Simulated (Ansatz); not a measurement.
Level: r2SCAN, no spin polarisation; 500 eV; 6×6×6 Γ-centred mesh; fermi-dirac occupations (width 0.1 eV); Ansatz 0.2.0, fixed geometry.

Computed maps in the lattice plane spanned by b (left to right, 5.79 Å, 18 points from zero) and c (bottom to top, 5.79 Å, 18 points from zero), 60° apart, at height 0.250 along a. The fields are smooth PAW ones with compensation charges, not the true ones near nuclei.

Valence density. Digits on a logarithmic scale: 0 up to 0.03 e/Å³, each further digit a factor of 1.6, 9 from 1.3 e/Å³ up:
```
555433333334455666
666654221234566666
667775321134677666
556897531124689765
455787542113468765
444566542112346654
333444432111234444
334333322111112333
455543221111111123
567876421122221113
578998742223443223
589889874234555323
479857986334677543
468975897434689753
346898898534578764
434689987543456765
433467876533455665
544344555433445665
```

ELF. Ten even steps from '0' (0.00) to '9' (1.00):
```
335520011014643333
347985100037985333
348999710049999633
338999960028999953
336999981004999984
334799981000599996
211268971000048974
000001441000002431
134420000000000000
478886200011110001
688888830047886101
688426882049999710
388200686018999950
068600288206999982
117862488402799995
202788888401468875
320168887301333443
332103664102333333
```

Problem. The cell is Ba₂NaReH₆. Which atoms lie within 0.2 Å of this plane, and where (fractions of b and c)?

Solution. Ba at (0.25, 0.25), H at (0.78, 0.22), H at (0.78, 0.78), H at (0.22, 0.78). The whole cell:
```
Na Ba Re H
1.0
     0.00000    4.09231    4.09231
     4.09231    0.00000    4.09231
     4.09231    4.09231    0.00000
Na Ba Re H
1 2 1 6
Direct
  0.50000 0.50000 0.50000
  0.25000 0.25000 0.25000
  0.75000 0.75000 0.75000
  0.00000 0.00000 0.00000
  0.77600 0.22400 0.22400
  0.22400 0.77600 0.22400
  0.22400 0.77600 0.77600
  0.77600 0.22400 0.77600
  0.22400 0.22400 0.77600
  0.77600 0.77600 0.22400
```

Origin: a known structure type with other elements, at an estimated volume, so it need not be a known compound.
